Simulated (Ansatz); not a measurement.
## SnTe2: relaxation of cell and atoms

Theory: DFT, PBE, PAW with Ansatz's default frozen-core files, scalar-relativistic in Ansatz 0.2.0.

Command: `ansatz run input.yaml --threads 1 --pin off --max-ram 4096MiB --backend cpu --events-out ev --progress --plain --runs-dir out` The run took 30 s on 1 thread of AMD EPYC 7B13 (Zen 3) (shared host), peak memory 0.51 GiB.

```yaml
crystal:
  lattice:
    - [0.0, 3.3393647261, 3.3393647261]
    - [3.3393647261, 0.0, 3.3393647261]
    - [3.3393647261, 3.3393647261, 0.0]
  atoms:
    - { symbol: Sn, position: [0.0, 0.0, 0.0] }
    - { symbol: Te, position: [0.25, 0.25, 0.25] }
    - { symbol: Te, position: [0.75, 0.75, 0.75] }
kpoints:
  mp_grid: { grid: [10, 10, 10] }
scf:
  occupations: { method: fermi_dirac, width: 0.05 }
hamiltonian:
  xc: pbe
  pseudopotentials: { kind: paw }
output:
  forces: true
  stress: true
relax:
  f_tol: 0.005
  max_steps: 80
  cell: {}
```

No spin–orbit coupling, which matters for the heavy atoms here.

The cell is built from the fluorite type as a first guess.

The cutoff is 420 eV; energies and pressures of the walk include the program's estimate of the Pulay term.

Each frame lists the cell vectors (Å), then Cartesian positions (Å); symmetry keeps all forces zero. Free energies count from the first step, -19982.0754 eV.

The walk took 9 evaluations in all; steps that aren't listed are left out.

Step 1: E = 0.0 meV, P = 25.50 GPa

```
cell 0.0000 3.3394 3.3394 3.3394 0.0000 3.3394 3.3394 3.3394 0.0000
Sn    0.0000    0.0000    0.0000
Te    1.6697    1.6697    1.6697
Te    5.0090    5.0090    5.0090
```

Step 2: E = -1212.8 meV, P = 10.31 GPa

```
cell 0.0000 3.5022 3.5022 3.5022 0.0000 3.5022 3.5022 3.5022 0.0000
Sn    0.0000    0.0000    0.0000
Te    1.7511    1.7511    1.7511
Te    5.2532    5.2532    5.2532
```

Step 3: E = -1608.5 meV, P = 3.15 GPa

```
cell 0.0000 3.6326 3.6326 3.6326 0.0000 3.6326 3.6326 3.6326 0.0000
Sn    0.0000    0.0000    0.0000
Te    1.8163    1.8163    1.8163
Te    5.4488    5.4488    5.4488
```

Step 4: E = -1666.3 meV, P = 0.64 GPa

```
cell 0.0000 3.6963 3.6963 3.6963 0.0000 3.6963 3.6963 3.6963 0.0000
Sn    0.0000    0.0000    0.0000
Te    1.8481    1.8481    1.8481
Te    5.5444    5.5444    5.5444
```

Step 5: E = -1668.9 meV, P = 0.05 GPa

```
cell 0.0000 3.7134 3.7134 3.7134 0.0000 3.7134 3.7134 3.7134 0.0000
Sn    0.0000    0.0000    0.0000
Te    1.8567    1.8567    1.8567
Te    5.5701    5.5701    5.5701
```

Step 6: E = -1668.9 meV, P = 0.00 GPa

```
cell 0.0000 3.7148 3.7148 3.7148 0.0000 3.7148 3.7148 3.7148 0.0000
Sn    0.0000    0.0000    0.0000
Te    1.8574    1.8574    1.8574
Te    5.5723    5.5723    5.5723
```

Step 7: E = -1682.4 meV, P = 0.25 GPa (the cell of the step before, solved again on a basis chosen afresh, hence the jump)

(1) How does the relaxation end?

Results:

(1) It converges, with a = 7.445 Å, b = 7.445 Å, c = 7.445 Å, α = 90.00°, β = 90.00°, γ = 90.00° (conventional cell, space group Fm-3m). The last solve (on a basis chosen afresh for the final cell, so its energy is not quite comparable) gives E = -1682.9 meV, P = 0.03 GPa:
```
cell 0.0000 3.7223 3.7223 3.7223 0.0000 3.7223 3.7223 3.7223 0.0000
Sn    0.0000    0.0000    0.0000
Te    1.8611    1.8611    1.8611
Te    5.5834    5.5834    5.5834
```
